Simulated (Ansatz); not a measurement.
## Structure relaxation, Ir

The start is a randomly generated symmetric cell of Ir (space group No. 187). The structure is fully relaxed (lattice and positions, P = 0) with r2SCAN (plane waves to 500 eV, PAW, scalar-relativistic; Ansatz, a program for electronic structure). The first steps use a coarse 10×10×8 k-mesh.

The start:
```
CELL_PARAMETERS angstrom
      3.68422     0.00000     0.00000
     -1.84211     3.19063     0.00000
      0.00000     0.00000     4.11171
ATOMIC_POSITIONS crystal
  Ir 0.33333 0.66667 0.00000
  Ir 0.66667 0.33333 0.23309
  Ir 0.66667 0.33333 0.76691
```

- Outcome: The space group stays P-6m2 (No. 187) (the run could not lower it), with 3 atoms in the primitive cell
- Energy released: about 2.9 eV/atom
- Volume change: +17.8 %, from 16.11 to 18.98 Å³/atom
- Band gap at the end: no gap (metallic)
- Optimiser moves: 16

Relaxed structure:

Space group P-6m2 (No. 187); a = 3.558 Å, b = 3.558 Å, c = 5.193 Å, α = 90.00°, β = 90.00°, γ = 120.00°

```
atom  site  symmetry       x       y       z
----  ----  --------  ------  ------  ------
Ir      1e      -6m2  0.6667  0.3333  0.0000
Ir      2h       3m.  0.3333  0.6667  0.2726
```

Final values are on a 15×15×9 k-mesh of the relaxed cell. The start holds a very short contact (Ir–Ir 1.92 Å). No spin polarisation in the result.

The run could not lower the symmetry of its start; a shaken copy of this end point relaxes with r2SCAN to Pmc2₁ (No. 26), 0.39 eV/atom lower.

The relaxed structure here is a generated cell of Ir: the first start was made by a random draw of sites in a space group, and the end was not matched to a known phase here, so it may be hypothetical. Known forms of Ir include space group No. 225.
